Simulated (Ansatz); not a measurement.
Each is relaxed and computed with plane-wave PAW r²SCAN (Ansatz code). Which is the only one with a gap?
A) LaBPd3, cubic perovskite
B) CrB4, Immm (Cr on 2a, B on 8l)
C) ReB2, P6_3/mmc (Re on 2c, B on 4f)
D) BN, P6_3mc (Pearson symbol hP12)

D, BN, P6_3mc (Pearson symbol hP12). BN: gap 5.75 eV (indirect); LaBPd3: metal; CrB4: metal; ReB2: metal. Built on a structure type that need not be the filed one of that space group: BN, P6_3mc (Pearson symbol hP12). Not the usual ambient phase: BN, P6_3mc (Pearson symbol hP12). Standing as an ambient phase not checked: LaBPd3, cubic perovskite; CrB4, Immm (Cr on 2a, B on 8l); ReB2, P6_3/mmc (Re on 2c, B on 4f). All cells were relaxed under the symmetry of their starts (and spin orders); stability against distortions was not tested throughout. Rows with no word on spin ran without spin polarisation. Scalar-relativistic: spin–orbit coupling is off unless named, which matters more the heavier the elements.

Potentials: the later of the program's two PAW sets.
